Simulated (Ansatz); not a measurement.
# CsH at 40 GPa: from Born charge to LO–TO splitting and polaron coupling

Theory: DFT LDA, scalar-relativistic, plane waves, PAW (Ansatz 0.2.0). Cutoff 420 eV, 8×8×8 k-points (Γ-centred), fixed occupations. No spin polarisation. Phonons by linear response, acoustic sum rule imposed.

The cell, relaxed at 40 GPa:
```cif
data_structure
_symmetry_space_group_name_H-M 'Pm-3m'
_symmetry_Int_Tables_number 221
_cell_length_a 3.0256
_cell_length_b 3.0256
_cell_length_c 3.0256
_cell_angle_alpha 90.000
_cell_angle_beta 90.000
_cell_angle_gamma 90.000
_cell_volume 27.70
loop_
_atom_site_label
_atom_site_type_symbol
_atom_site_symmetry_multiplicity
_atom_site_Wyckoff_symbol
_atom_site_fract_x
_atom_site_fract_y
_atom_site_fract_z
_atom_site_occupancy
Cs1 Cs 1 a 0.00000 0.00000 0.00000 1
H1 H 1 b 0.50000 0.50000 0.50000 1
```

Spin–orbit coupling is left out, which matters for heavy elements. Other phases may be more stable at this pressure. The run warned that the force constants aren't converged on this k mesh, so the frequencies and all that is formed from them are rough. The bands were filled as in an insulator; under compression the gap may have closed between mesh points.

Linear response gives ν_TO = 946.3 cm⁻¹, Born charges ±1.221 e (positive on Cs) and ε∞ = 6.665. The primitive cell holds 27.697 Å³, and the masses are 132.905 and 1.008 amu.

Q: Find ν_LO and the static dielectric constant.

A: The long-wave field adds a restoring force: ω_LO² − ω_TO² = Z*²e²/(ε_vac ε∞ μV). In these units ν_LO² − ν_TO² = 4.92064×10⁷ Z*²/(μ V ε∞) cm⁻², with μ = m₁m₂/(m₁ + m₂) = 1.000 amu: 397369 cm⁻². So ν_LO = √(946.3² + 397369) = 1137.0 cm⁻¹, and the run gives 1137.0. Lyddane–Sachs–Teller then gives ε0 = ε∞ (ν_LO/ν_TO)² = 9.62, against 9.62 in the run (it forms both from the same three quantities, so the match checks the arithmetic only). Between ν_TO and ν_LO the dielectric function is negative and an undamped crystal reflects fully: a reststrahlen band from 8.8 to 10.6 μm.

Q: What do the Clausius–Mossotti polarisability and the Szigeti charge come to?

A: With the Lorentz local field, α = (3V/4π)(ε∞ − 1)/(ε∞ + 2) = 4.32 Å³ for the pair, and e_S = 3Z*/(ε∞ + 2) = 0.42 e. The Born charge includes the electrons' response to the dipole's own local field, and e_S takes that enhancement out. The Lorentz field assumes point-like polarisable ions, a poor picture once ε∞ is this large, since the electron clouds then overlap or are shared, so both numbers are formal here.

Q: How strongly does a slow electron couple to the LO mode?

A: For one isotropic parabolic band, Fröhlich's constant is α_F = (1/ε∞ − 1/ε0) √(m* Ry/ħω_LO), with Ry = 13.606 eV, ħω_LO = 141.0 meV and m* in free-electron masses: α_F = 0.0461 × 9.82 × √m* = 0.45 √m*. The band mass isn't part of this run; for m* = 0.1, 0.3 and 1 it gives 0.14, 0.25, 0.45. In weak coupling the polaron lies α_F ħω_LO below the band edge (35 meV at m* = 0.3) with a mass m*(1 + α_F/6); past α_F of about 5 or 6 that expansion fails. A semilocal functional's ε∞ tends to be too large, which taken alone lowers α_F.

This CsCl-type form isn't the usual stable structure of the compound at low pressure.